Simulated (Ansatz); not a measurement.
Level of theory: DFT PBE, scalar-relativistic, plane waves, PAW (Ansatz). Settings: cutoff 420 eV, Γ-centred meshes spaced at most about 0.3 Å⁻¹, and about 0.25 Å⁻¹ or finer for metals (2π included), Gaussian smearing. No spin polarisation in the final relaxations.

These are static total energies at zero pressure. All come from trial cells, and lower structures may exist.

**Question.** Order these relaxed structures of TiB4 by energy, lowest first, with the energy over the lowest of them.
1.

```
Ti B
1.0
     1.55651   -4.36525    0.00000
     1.55651    4.36525    0.00000
     0.00000    0.00000    3.06343
Ti B
1 4
Direct
  0.00000 0.00000 0.00000
  0.59608 0.40392 0.50000
  0.29900 0.70100 0.00000
  0.70100 0.29900 0.00000
  0.40392 0.59608 0.50000
```

2.

```
Ti B
1.0
     3.01584    0.00000    0.00000
     0.00000    3.19973    0.00000
     0.00000    0.00000    5.10585
Ti B
1 4
Cartesian
  0.0000 1.5999 0.0000
  1.5079 0.0000 4.2167
  0.0000 0.0000 1.7244
  0.0000 0.0000 3.3814
  1.5079 0.0000 0.8891
```

**Answer.** 1 (0 meV/atom), 2 (249 meV/atom). Forms: 1 Cmmm; 2 Pmmm. Counting B atoms around Ti (those within 1.25 times the shortest such distance or 1.15 times the sum of covalent radii, 1.27 where that leaves under three; a plus sign parts nearer from farther groups): cell 1 has Ti 12+2; cell 2 has Ti 12. Cell 1 holds B–B bonds in all directions (shortest 1.68 Å); cell 2 holds B–B nets (shortest 1.66 Å).

Cells relaxed within their symmetry can be saddle points. The Cmmm cell of TiB4 came from shaking the Pmmm one. Some structure types and database cells were kept out of the candidates from the start, so a known form may be missing.
